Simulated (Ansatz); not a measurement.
AgW:
```
AgW
1.0
    3.21673     0.00000     0.00000
    0.00000     3.21673     0.00000
    0.00000     0.00000     3.21673
Ag W
1 1
Direct
  0.00000   0.00000   0.00000
  0.50000   0.50000   0.50000
```

Relaxed with PBE. Special points in fractions of this cell's reciprocal vectors: Γ (0.000, 0.000, 0.000); X (0.000, 0.500, 0.000); M (0.500, 0.500, 0.000); R (0.500, 0.500, 0.500).

Question: List the band energies nearest the Fermi level at these points for plane-wave PAW PBE with spin–orbit coupling (Ansatz code).

Answer: In eV from the Fermi level; about four levels below and three above (degenerate sets whole), none deeper than 8.9 eV; points with the same levels are listed once.

```csv
k,below,above
Γ,-0.75 -0.75 -0.75 -0.75,2.24 2.24 2.24 2.24
X,-0.50 -0.50 -0.13 -0.13,1.80 1.80 3.53 3.53
M,-0.24 -0.24 -0.20 -0.20,0.33 0.33 1.86 1.86
R,-3.06 -3.06 -3.06 -3.06 -3.00 -3.00,3.29 3.29 3.29 3.29
```

Space group Pm-3m (CsCl type). The start of the workflow was typed in or built on a structure type; neither database checked (COD, Materials Project) lists it. Whether it is the stable phase at ambient conditions was not checked. The PBE relaxation kept the symmetry of its start; whether a distortion lowers the energy is not shown. The run is not spin-polarised. Its formation energy is positive at this level, so the cell may be metastable or incomplete.

Potentials: the later of the program's two PAW sets.
